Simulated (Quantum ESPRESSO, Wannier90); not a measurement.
# CoSn (P6/mmm), plane waves to Wannier functions

Structure: Materials Project mp-20536, symmetrised, not relaxed again. Not found in the COD (Crystallography Open Database) copy used; not checked further. Computed values, not measurements, from PBEsol: Quantum ESPRESSO (norm-conserving PseudoDojo potentials, cutoff 77 Ry, no spin polarisation, no spin-orbit coupling) on a Γ-centred 4×4×6 mesh, then Wannier90. Density: 12×12×10 mesh, cold smearing 0.01 Ry. A non-magnetic state is assumed; magnetic ones were not tried. Spin-orbit coupling is left out although heavy elements are present.

```
begin unit_cell_cart
ang
    5.2460400393    0.0000000000    0.0000000000
   -2.6230200196    4.5432039433    0.0000000000
    0.0000000000    0.0000000000    4.1875900000
end unit_cell_cart
mp_grid = 4 4 6
```

Question: Which shells of neighbouring k-points and which b-vectors and weights does Wannier90 pick for this cell and mesh?

Answer: 
```
 *---------------------------------- K-MESH ----------------------------------*
 +----------------------------------------------------------------------------+
 |                    Distance to Nearest-Neighbour Shells                    |
 |                    ------------------------------------                    |
 |          Shell             Distance (Ang^-1)          Multiplicity         |
 |          -----             -----------------          ------------         |
 |             1                   0.250072                      2            |
 |             2                   0.345746                      6            |
 |             3                   0.426704                     12            |
 |             4                   0.500143                      2            |
 |             5                   0.598850                      6            |
 |             6                   0.608016                     12            |
 |             7                   0.648966                     12            |
 |             8                   0.691493                      6            |
       ... (lines left out)
 +----------------------------------------------------------------------------+
 | The b-vectors are chosen automatically                                     |
 | The following shells are used:                       1,  2                 |
 +----------------------------------------------------------------------------+
 |                        Shell   # Nearest-Neighbours                        |
 |                        -----   --------------------                        |
 |                          1               2                                 |
 |                          2               6                                 |
 +----------------------------------------------------------------------------+
 | Completeness relation is fully satisfied [Eq. (B1), PRB 56, 12847 (1997)]  |
 +----------------------------------------------------------------------------+
 |                  b_k Vectors (Ang^-1) and Weights (Ang^2)                  |
 |                  ----------------------------------------                  |
 |            No.         b_k(x)      b_k(y)      b_k(z)        w_b           |
 |            ---        --------------------------------     --------        |
 |             1         0.000000    0.000000    0.250072     7.995416        |
 |             2         0.000000    0.000000   -0.250072     7.995416        |
 |             3         0.000000    0.345746    0.000000     2.788454        |
 |             4         0.299425    0.172873    0.000000     2.788454        |
 |             5         0.000000   -0.345746    0.000000     2.788454        |
 |             6         0.299425   -0.172873    0.000000     2.788454        |
 |             7        -0.299425   -0.172873    0.000000     2.788454        |
 |             8        -0.299425    0.172873    0.000000     2.788454        |
```
